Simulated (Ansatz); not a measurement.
A crystal relaxed with r2SCAN in Ansatz 0.2.0 has space group R-3m:H (No. 166) and a = 3.471 Å, c = 16.405 Å.

```json
{"atom": "Xx", "site": "3a", "x": "0.0000", "y": "0.0000", "z": "0.0000"}
{"atom": "Br", "site": "3b", "x": "0.6667", "y": "0.3333", "z": "0.8333"}
{"atom": "Li", "site": "6c", "x": "0.3333", "y": "0.6667", "z": "0.9337"}
```

r2SCAN gives a direct gap of 4.09 eV at Γ. HSE06 gives a direct gap of 4.68 eV at Γ. The PBE gap is direct at Γ: 3.44 eV. Meshes: r2SCAN 8×8×8, HSE06 6×6×6, PBE 8×8×8. r2SCAN's ε∞ is 2.9 along x and y, 2.6 along z.

Problem. Which element is Xx?
A. F
B. I
C. H
D. Cl

Solution. A. Xx is F: an ordered 4-atom cell of Li₂BrF on the rocksalt lattice (R-3m). Around F lie 6 Li at 2.28 Å; around Br lie 6 Li at 2.59 Å; around Li lie 3 F at 2.28 Å and 3 Br at 2.59 Å.

(Calculated; spin-unpolarised; the phase may be known or hypothetical.)

Spin-orbit coupling is left out.
